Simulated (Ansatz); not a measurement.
Input and steps of a relaxation of cell and atoms on AlGa2P3, ordered on the zincblende lattice (P3m1) with 6 atoms a cell (Ansatz 0.2.0, PBE). The start is a rough guess from atomic radii.

```yaml
crystal:
  lattice:
    - [3.668464705, 0.0, 0.0]
    - [-1.8342323525, 3.1769836274, 0.0]
    - [0.0, 0.0, 8.9858666667]
  atoms:
    - { symbol: Al, position: [0.0, 0.0, 0.0] }
    - { symbol: Ga, position: [0.6666666667, 0.3333333333, 0.6666666667] }
    - { symbol: Ga, position: [0.3333333333, 0.6666666667, 0.3333333333] }
    - { symbol: P, position: [0.6666666667, 0.3333333333, 0.9166666667] }
    - { symbol: P, position: [0.3333333333, 0.6666666667, 0.5833333333] }
    - { symbol: P, position: [0.0, 0.0, 0.25] }
kpoints:
  mp_grid: { grid: [12, 12, 4] }
hamiltonian:
  xc: pbe
scf:
  occupations: { method: fermi_dirac, width: 0.02 }
relax:
  f_tol: 0.005
  cell: {}
output:
  write_density: true
  write_potential: true
  elf: true
  volumetric_format: npy
```

The trajectory has 8 recorded frames, each with positions in Å and forces in eV/Å. Some frames, the last among them, repeat a geometry solved again on a basis re-selected at its cell; pressure is positive in compression.

Step 1: energy 0.0 meV/atom from step 1, largest force component 0.060 eV/Å, pressure +20.77 GPa
```xyz
6
Lattice="3.6685 0.0000 0.0000 -1.8342 3.1770 0.0000 0.0000 0.0000 8.9859" Properties=species:S:1:pos:R:3:forces:R:3 pbc="T T T"
Al    0.0000    0.0000    0.0000    0.0000    0.0000   -0.0149
Ga    1.8342    1.0590    5.9906    0.0000    0.0000   -0.0601
Ga    0.0000    2.1180    2.9953    0.0000    0.0000    0.0355
P     1.8342    1.0590    8.2370    0.0000    0.0000    0.0542
P     0.0000    2.1180    5.2418    0.0000    0.0000   -0.0199
P     0.0000    0.0000    2.2465    0.0000    0.0000    0.0051
```

Step 2: energy -168.7 meV/atom from step 1, largest force component 0.048 eV/Å, pressure +5.39 GPa
```xyz
6
Lattice="3.8165 0.0000 0.0000 -1.9082 3.3052 0.0000 0.0000 0.0000 9.3458" Properties=species:S:1:pos:R:3:forces:R:3 pbc="T T T"
Al    0.0000    0.0000    0.0000    0.0000    0.0000   -0.0232
Ga    1.9082    1.1017    6.2281    0.0000    0.0000   -0.0102
Ga    0.0000    2.2034    3.1163    0.0000    0.0000    0.0229
P     1.9082    1.1017    8.5681    0.0000    0.0000    0.0481
P     0.0000    2.2034    5.4510    0.0000    0.0000   -0.0062
P     0.0000    0.0000    2.3374    0.0000    0.0000   -0.0313
```

Step 3: energy -186.5 meV/atom from step 1, largest force component 0.012 eV/Å, pressure +1.16 GPa
```xyz
6
Lattice="3.8739 0.0000 0.0000 -1.9370 3.3549 0.0000 0.0000 0.0000 9.4885" Properties=species:S:1:pos:R:3:forces:R:3 pbc="T T T"
Al    0.0000    0.0000   -0.0029    0.0000    0.0000    0.0029
Ga    1.9370    1.1183    6.3255    0.0000    0.0000   -0.0090
Ga    0.0000    2.2366    3.1646    0.0000    0.0000    0.0007
P     1.9370    1.1183    8.7026    0.0000    0.0000    0.0118
P     0.0000    2.2366    5.5349    0.0000    0.0000   -0.0037
P     0.0000    0.0000    2.3688    0.0000    0.0000   -0.0025
```

Step 4: energy -187.4 meV/atom from step 1, largest force component 0.003 eV/Å, pressure +0.10 GPa
```xyz
6
Lattice="3.8906 0.0000 0.0000 -1.9453 3.3694 0.0000 0.0000 0.0000 9.5274" Properties=species:S:1:pos:R:3:forces:R:3 pbc="T T T"
Al    0.0000    0.0000   -0.0026    0.0000    0.0000    0.0003
Ga    1.9453    1.1231    6.3510    0.0000    0.0000   -0.0012
Ga    0.0000    2.2462    3.1771    0.0000    0.0000    0.0010
P     1.9453    1.1231    8.7396    0.0000    0.0000    0.0024
P     0.0000    2.2462    5.5571    0.0000    0.0000    0.0008
P     0.0000    0.0000    2.3784    0.0000    0.0000   -0.0033
```

Step 5: energy -187.4 meV/atom from step 1, largest force component 0.001 eV/Å, pressure 0.00 GPa
```xyz
6
Lattice="3.8920 0.0000 0.0000 -1.9460 3.3705 0.0000 0.0000 0.0000 9.5320" Properties=species:S:1:pos:R:3:forces:R:3 pbc="T T T"
Al    0.0000    0.0000   -0.0026    0.0000    0.0000    0.0001
Ga    1.9460    1.1235    6.3542    0.0000    0.0000   -0.0007
Ga    0.0000    2.2470    3.1787    0.0000    0.0000   -0.0006
P     1.9460    1.1235    8.7439    0.0000    0.0000    0.0003
P     0.0000    2.2470    5.5598    0.0000    0.0000    0.0003
P     0.0000    0.0000    2.3791    0.0000    0.0000    0.0006
```

Step 6: energy -189.6 meV/atom from step 1, largest force component 0.001 eV/Å, pressure +0.14 GPa
```xyz
6
Lattice="3.8920 0.0000 0.0000 -1.9460 3.3705 0.0000 0.0000 0.0000 9.5320" Properties=species:S:1:pos:R:3:forces:R:3 pbc="T T T"
Al    0.0000    0.0000   -0.0026    0.0000    0.0000    0.0001
Ga    1.9460    1.1235    6.3542    0.0000    0.0000   -0.0008
Ga    0.0000    2.2470    3.1787    0.0000    0.0000   -0.0006
P     1.9460    1.1235    8.7439    0.0000    0.0000    0.0002
P     0.0000    2.2470    5.5598    0.0000    0.0000    0.0003
P     0.0000    0.0000    2.3791    0.0000    0.0000    0.0007
```

Step 7: energy -189.6 meV/atom from step 1, largest force component 0.001 eV/Å, pressure 0.00 GPa
```xyz
6
Lattice="3.8945 0.0000 0.0000 -1.9473 3.3728 0.0000 0.0000 0.0000 9.5368" Properties=species:S:1:pos:R:3:forces:R:3 pbc="T T T"
Al    0.0000    0.0000   -0.0026    0.0000    0.0000    0.0000
Ga    1.9473    1.1243    6.3572    0.0000    0.0000    0.0012
Ga    0.0000    2.2485    3.1802    0.0000    0.0000    0.0008
P     1.9473    1.1243    8.7485    0.0000    0.0000   -0.0003
P     0.0000    2.2485    5.5626    0.0000    0.0000   -0.0005
P     0.0000    0.0000    2.3805    0.0000    0.0000   -0.0011
```

Step 8: energy -189.6 meV/atom from step 1, largest force component 0.001 eV/Å, pressure 0.00 GPa
```xyz
6
Lattice="3.8945 0.0000 0.0000 -1.9473 3.3728 0.0000 0.0000 0.0000 9.5368" Properties=species:S:1:pos:R:3:forces:R:3 pbc="T T T"
Al    0.0000    0.0000   -0.0026    0.0000    0.0000    0.0000
Ga    1.9473    1.1243    6.3572    0.0000    0.0000    0.0012
Ga    0.0000    2.2485    3.1802    0.0000    0.0000    0.0008
P     1.9473    1.1243    8.7485    0.0000    0.0000   -0.0003
P     0.0000    2.2485    5.5626    0.0000    0.0000   -0.0005
P     0.0000    0.0000    2.3805    0.0000    0.0000   -0.0011
```

In 6 steps the volume changed by +19.6 %; between the first SCF and the last, each on a basis chosen for its cell, the energy fell by 190 meV an atom. At the end: it is trigonal, P3m1 (No. 156); conventional cell a = 3.895 Å, c = 9.537 Å, 20.88 Å³ an atom. Around Al lie 4 P at 2.38 Å; around Ga lie 4 P at 2.38–2.39 Å; around P lie 3 Al at 2.38 Å and 1 Ga at 2.39 Å; around P lie 4 Ga at 2.38 Å; around P lie 1 Al at 2.38 Å and 3 Ga at 2.39 Å.

Command: `ansatz run input.yaml --threads 4 --pin off --max-ram 6451MiB --backend cpu --events-out ev --progress --plain --runs-dir out`.

Task: What wall time did it need on 4 threads of INTEL(R) XEON(R) PLATINUM 8581C CPU @ 2.10GHz (Emerald Rapids), on a shared host, and what peak of host memory did it reach?

Result: About 29 s, with a peak of 0.62 GiB.

No spin polarisation. The prototype was imposed, so other structures may be more stable.
